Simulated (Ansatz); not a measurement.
The relaxed structure here is a generated cell of ZnS: the first start was made by a random draw of sites in a space group, and the end was not matched to a known phase here, so it may be hypothetical. Known forms of ZnS include space group No. 186, 216.

A structure of ZnS relaxed with PBEsol (plane waves to 420 eV, PAW, scalar-relativistic; Ansatz, a first-principles code); single points at other levels follow on the same geometry (Ansatz, PAW; HSE06 at 420 eV on a 4×4×4 k-mesh; no spin-orbit coupling). Space group P4₃32 (No. 212).

```
CELL_PARAMETERS angstrom
      6.31533     0.00000     0.00000
      0.00000     6.31533     0.00000
      0.00000     0.00000     6.31533
ATOMIC_POSITIONS crystal
  S  0.62500 0.62500 0.62500
  S  0.87500 0.37500 0.12500
  S  0.37500 0.12500 0.87500
  S  0.12500 0.87500 0.37500
  Zn 0.12500 0.12500 0.12500
  Zn 0.37500 0.87500 0.62500
  Zn 0.87500 0.62500 0.37500
  Zn 0.62500 0.37500 0.87500
```

| level | gap (eV) | kind | conduction minimum |
|---|---|---|---|
| PBEsol | 1.80 | indirect | Γ |
| HSE06 | 3.06 | – | Γ |

HSE06 gaps come from a coarse mesh plus a few chosen points, so they may be too large. No spin polarisation in the result.

The run could not lose the symmetry of its start, so the end can be a saddle point.

All atoms sit on sites fixed by symmetry, so only the cell could relax.
